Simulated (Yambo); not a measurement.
G0W0@PBEsol for SrClF (space group P4/nmm, No. 129) in Yambo. Reference settings: 4×4×2 Γ-centred k mesh, 131 bands and a 6 Ry block in the screening, 131 bands in G with the Bruneval-Gonze terminator, plasmon pole fitted at 27.2 eV. The PBEsol gap Γ → Γ on this mesh is 5.78 eV; G0W0 gaps are taken between the same points.

The settings were changed. The gap went from 8.76 eV to 8.54 eV, and the shift of the valence edge from -1.76 eV to -1.59 eV.

Task: What was changed between the two runs?
A) 40 bands in W, 40 bands in G, 3 Ry block
B) 3 Ry block
C) 40 bands in W, 40 bands in G, 2 Ry block
D) 2×2×1 mesh

Result: B, 3 Ry block. The others gave (gap, valence shift): 2×2×1 mesh: 8.66, -1.65 eV; 40 bands in W, 40 bands in G, 2 Ry block: 9.27, -1.45 eV; 40 bands in W, 40 bands in G, 3 Ry block: 9.23, -1.39 eV.

Geometry of the Materials Project entry, not relaxed at this level; primitive cell a = b = 4.130 Å, c = 6.977 Å, α = β = γ = 90.00°.

A shift is the quasiparticle energy of the state minus its PBEsol energy.
